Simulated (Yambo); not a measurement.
```
CELL_PARAMETERS angstrom
      5.11012     0.00000     0.00000
      0.00000     5.90023     0.00000
      0.00000     0.00000     2.89752
ATOMIC_POSITIONS crystal
  P  0.33768 0.87381 0.50000
  P  0.66232 0.12619 0.50000
  P  0.83768 0.62619 0.00000
  P  0.16232 0.37381 0.00000
  Ru 0.50000 0.50000 0.50000
  Ru 0.00000 0.00000 0.00000
```

RuP2 (space group Pnnm, No. 58): mean Im ε in 1 eV windows above the direct gap of 1.87 eV, for different electron-hole kernels (Yambo, broadening 0.15 eV, norm-conserving PBEsol (Quantum ESPRESSO, 84 Ry, without SOC) bands; 4×4×8 mesh, 11 valence and 6 conduction bands, static screening with 58 bands and a 3 Ry block, scissor 0.93 eV, Tamm-Dancoff; field along x).

```
window (eV)  independent quasiparticles  RPA (no attraction)  BSE
-----------  --------------------------  -------------------  ---
1.9 to 2.9                          9.9                  9.3   13
2.9 to 3.9                           18                   17   18
3.9 to 4.9                           19                   17   21
```

This run doesn't resolve bound excitons or single peaks, so only averages are given, and they too depend on the mesh; weight that the attraction moves below the gap isn't listed. All transitions below 5.89 eV are in the band window. The scissor comes from a G0W0 run whose convergence isn't established.

Spin-orbit splittings are left out.

Geometry of the Materials Project entry, not relaxed at this level.
